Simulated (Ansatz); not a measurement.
A trial cell of Ga2BAs3, before relaxation:

```yaml
crystal:
  lattice:
    - [-1.90014, 1.90014, 8.06162]
    - [1.90014, -1.90014, 8.06162]
    - [1.90014, 1.90014, -8.06162]
  atoms:
    - { symbol: Ga, position: [0.66667, 0.66667, 0.00000] }
    - { symbol: Ga, position: [0.33333, 0.33333, 0.00000] }
    - { symbol: B, position: [0.00000, 0.00000, 0.00000] }
    - { symbol: As, position: [0.58333, 0.08333, 0.50000] }
    - { symbol: As, position: [0.25000, 0.75000, 0.50000] }
    - { symbol: As, position: [0.91667, 0.41667, 0.50000] }
```

Level of theory: Ansatz, DFT PBE, scalar-relativistic, plane waves, PAW. Cutoff 420 eV, Gaussian smearing, Γ-centred meshes. Cell and atoms relax first on a coarse mesh and then on a converged one. In between, the cell is made exact in the group found at 0.06 Å. The steps can't lower the symmetry of their start. No spin polarisation.

A guess keeps its type if space group and coordination stay and the shape of the cell changes little (axis ratios within about 15 %, angles within 6°); the volume may change.

Question: Will the relaxed cell still be of the starting type?

Answer: It keeps its type. The symmetry stays I-4m2 (No. 119). The volume per atom grows by 3.7 %, from 19.4 to 20.1 Å³. The shortest distance goes from 2.33 Å (B–As and Ga–As) to 2.21 Å (B–As). The ratio c/a of the conventional cell changes by a factor of 1.03. Counting neighbours within 15 % of an atom's shortest distance, the start has As 4, B 4, Ga 4 and the end As 4, B 4, Ga 4.

The zero of energy is the elements' standard structures at the same level; no fitted shifts are applied.

Question: At what energy does it end?

Answer: −0.078 eV/atom. Whether it is stable depends on the other phases of the system, which aren't compared here.

The last run used a 14×14×14 mesh for its 6-atom cell and Gaussian smearing of 0.02 eV. The reference form of As is held partly by dispersion forces, which this level lacks. Symmetry constrained the relaxation, so the result can be a saddle point.
